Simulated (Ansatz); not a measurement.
Sheets of one type (flat triangular-type), r²SCAN+D4 in the plane-wave PAW code Ansatz; HSE06 gaps on those cells.

| layer | a (Å) |
|---|---|
| Pd | 2.597 |
| Ru | 2.552 |
| Bi | 3.267 |
| Pt | 2.582 |
| Ag | 2.747 |
| Cu | [?] |
| Sn | 3.116 |

Q: Some entries are withheld; supply them.

A: 
- Cu, a (Å): 2.387

Spin orders computed, not proven ground states: Pd, flat triangular-type layer ferromagnetic; Ru, flat triangular-type layer ferromagnetic. Began spin-polarised and lost the moments: Pt, flat triangular-type layer. All cells were relaxed under the symmetry of their starts (and spin orders); stability against distortions was not tested throughout. Rows with no word on spin ran without spin polarisation. Scalar-relativistic: spin–orbit coupling is off unless named, which matters more the heavier the elements. Constructed layers (a layer type filled with these elements): Pd, flat triangular-type layer; Ru, flat triangular-type layer; Bi, flat triangular-type layer; Pt, flat triangular-type layer; Ag, flat triangular-type layer; Cu, flat triangular-type layer; Sn, flat triangular-type layer.

Potentials: the later of the program's two PAW sets.
